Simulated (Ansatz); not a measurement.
The calculation used DFT, r2SCAN, plane waves (500 eV) with PAW, scalar-relativistic (Ansatz). (PAW data from PBE, frozen cores regenerated.)

An element in the omega (AlB2-type) structure gives this curve. The cell is scaled uniformly from the relaxed one, with fractional coordinates and shape fixed. Energies are extrapolated to zero smearing, pressures are those at the given smearing. Magnetic state: spin not included.

| V (Å³/atom) | E − E₀ (meV/atom) | P (GPa) |
| --- | --- | --- |
| 38.371 | 42.5 | 2.72 |
| 40.115 | 18.2 | 1.67 |
| 41.859 | 4.5 | 0.77 |
| 43.603 | 0.0 | 0.01 |
| 45.347 | 3.2 | -0.64 |
| 47.091 | 12.9 | -1.18 |
| 48.835 | 28.2 | -1.64 |

Q: Which element is it?
A. calcium
B. strontium
C. ytterbium
D. sodium

A: A. Its fit is V₀ = 43.71 Å³/atom, B₀ = 17.5 GPa, B₀′ = 3.1.
